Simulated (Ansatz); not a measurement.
Rb₂MgCl₄:
```
CELL_PARAMETERS angstrom
     -2.49690     2.49690     8.11096
      2.49690    -2.49690     8.11096
      2.49690     2.49690    -8.11096
ATOMIC_POSITIONS crystal
  Rb 0.35716 0.35716 0.00000
  Rb 0.64284 0.64284 0.00000
  Mg 0.00000 0.00000 0.00000
  Cl 0.15476 0.15476 0.00000
  Cl 0.84524 0.84524 0.00000
  Cl 0.50000 0.00000 0.50000
  Cl 0.00000 0.50000 0.50000
```

Relaxed with r²SCAN.

Q: Map the valence electron density (e/Å³), cut off at 1 on the plane through (0.357, 0.357, 0.000) spanned by u = [1, 1, 0] and v = [1, -1, 0] in lattice vectors, from r²SCAN (plane waves, PAW; program Ansatz).

A: x is the fraction of u, y of v (the angle between them is 90°; rows are the nearest grid lines); atoms in the plane: Rb at (0.00, 0.00), Rb at (0.50, 0.50), Rb at (0.29, 0.00), Rb at (0.79, 0.50), Mg at (0.14, 0.50), Mg at (0.64, 0.00), Cl at (0.30, 0.50), Cl at (0.80, 0.00), Cl at (0.49, 0.00), Cl at (0.99, 0.50).
```
|8992000016999950149496269991399098202998|
|9981000004999930039994129981299996101899|
|9951000003999920028993117920269994101599|
|5410000000255200012421000000024531000145|
|2100000000122100001210000000012210000012|
|0000000000000000000000000000000000000000|
|0000000000000000000000000000000000000000|
|1100000000011100000110000000001100000111|
|3210000000123210001221000000013310000233|
|9721024101499931004994000000289971002699|
|9941199412799951017997100000399992003999|
|4962599913990982029999200000699994014954|
|4962599913990982029999200000699994014954|
|9941199412799951017997100000399992003999|
|9721024101499931004994000000289971002699|
|3210000000123210001221000000013310000233|
|1100000000011100000110000000001100000111|
|0000000000000000000000000000000000000000|
|0000000000000000000000000000000000000000|
|2100000000122100001210000000012210000012|
|5410000000255200012421000000024531000145|
|9951000003999920028993117920269994101599|
|9981000004999930039994129981299996101899|
|8992000016999950149496269991399098202998|
```
Scale: ten equal steps from 0.000 (start of '0') to 1.00 (end of '9'), in the order '0123456789'; x runs from 0.000 to 1.00, y from 0.000 (bottom) to 1.00 (top).

The density is the valence pseudo-density with augmentation charge, so density and ELF within about 1 Å of a nucleus are not all-electron values.

Space group I4/mmm. The workflow started from a Materials Project entry (that database holds measured and hypothetical structures alike); the Crystallography Open Database copy checked does not list it. Its standing as an ambient phase is unchecked. Symmetry was held in the r²SCAN relaxation; its stability against distortions is not shown here.

Potentials: the later of the program's two PAW sets.
